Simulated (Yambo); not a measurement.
One stored BSE kernel of dimension 648 for ZnSe (zinc blende, space group F-43m, No. 216) (Yambo, LDA bands; 6×6×6 mesh, 3 valence and 1 conduction bands, static screening with 32 bands and a 4 Ry block, scissor 1.66 eV, Tamm-Dancoff; broadening 0.15 eV; field along x), solved in several ways.

```
solver                      iterations  largest change of Im ε (% of its maximum)              rough time
--------------------------  ----------  -----------------------------------------  ----------------------
Haydock, threshold 2 %              10                                         63  within a factor of two
Haydock, threshold 0.5 %            15                                         23  within a factor of two
Haydock, threshold 0.1 %            22                                        5.5  within a factor of two
Haydock, threshold 0.005 %          35                                        0.3                       1
SLEPc, lowest 10 states              –                           no full spectrum  within a factor of two
SLEPc, lowest 60 states              –                           no full spectrum  within a factor of two
full diagonalisation                 –                                  reference  within a factor of two
```

Haydock gives the spectrum without eigenstates, SLEPc the lowest states alone, full diagonalisation everything at a cost that grows as the cube of the dimension. Times include reading the kernel. Times are rough ratios from shared machines. Mesh and scissor weren't tested; the rows compare only with each other.

Spin-orbit coupling is not included.

Geometry relaxed with LDA; primitive cell a = b = c = 3.9366 Å, α = β = γ = 60.00°.
